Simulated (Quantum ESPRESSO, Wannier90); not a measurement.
Wannierisation of HgS (zinc blende)

```
begin unit_cell_cart
ang
    0.0000000000    2.9696650000    2.9696650000
    2.9696650000    0.0000000000    2.9696650000
    2.9696650000    2.9696650000    0.0000000000
end unit_cell_cart
begin atoms_frac
Hg   0.0000000000  0.0000000000  0.0000000000
S   -0.2500000000 -0.2500000000 -0.2500000000
end atoms_frac
```

Cell from Materials Project (mp-1123), symmetrised, no further relaxation. COD (Crystallography Open Database) has the formula in 4 space groups, this one among them (matched by group alone). Computed values, not measurements, from LDA: Quantum ESPRESSO (norm-conserving PseudoDojo potentials, cutoff 48 Ry, no spin polarisation, no spin-orbit coupling) on a Γ-centred 10×10×10 mesh, then Wannier90. Density: 10×10×10 mesh, cold smearing 0.01 Ry. Spin-orbit coupling is left out although heavy elements are present.

Band 5 is isolated and gives one Wannier function a cell (S2 3s 85 %, Hg1 6s 8 %, Hg1 5d 6 %; spread 1.34 Å²). Its on-site energy is ε = -12.447 eV relative to the Fermi level, and its hoppings t(R) = t(−R) to the nearer images are (images within this range that aren't listed have |t| under 5 meV):

```csv
R (lattice vectors; −R alike),distance (Å),t (eV)
0 0 1,4.20,-0.043
0 1 -1,4.20,-0.043
0 1 0,4.20,-0.043
1 -1 0,4.20,-0.043
1 0 -1,4.20,-0.043
1 0 0,4.20,-0.043
```

**Question.** Work out the band energy at Γ, X, U, K from these numbers.

**Answer.** For one orbital E(k) = ε + Σ_R 2 t(R) cos(2π k·R), the sum over the listed R.
- Γ, k = (0.000, 0.000, 0.000): E = -12.447 + (-0.043)·(12.00) = -12.96 eV; pw.x: -12.96 eV
- X, k = (-0.500, -0.500, 0.000): E = -12.447 + (-0.043)·(-4.00) = -12.27 eV; pw.x: -12.27 eV
- U, k = (-0.375, -0.375, 0.250): E = -12.447 + (-0.043)·(-3.66) = -12.29 eV; pw.x: -12.29 eV
- K, k = (-0.375, 0.000, 0.375): E = -12.447 + (-0.043)·(-3.66) = -12.29 eV; pw.x: -12.29 eV

At these points the listed shells miss the plane-wave band by up to 0.01 eV, of a width of 0.68 eV on the path. With all its hoppings the model misses the band by 0.1 meV at worst on the whole path; the listed shells hold nearly all of the dispersion.
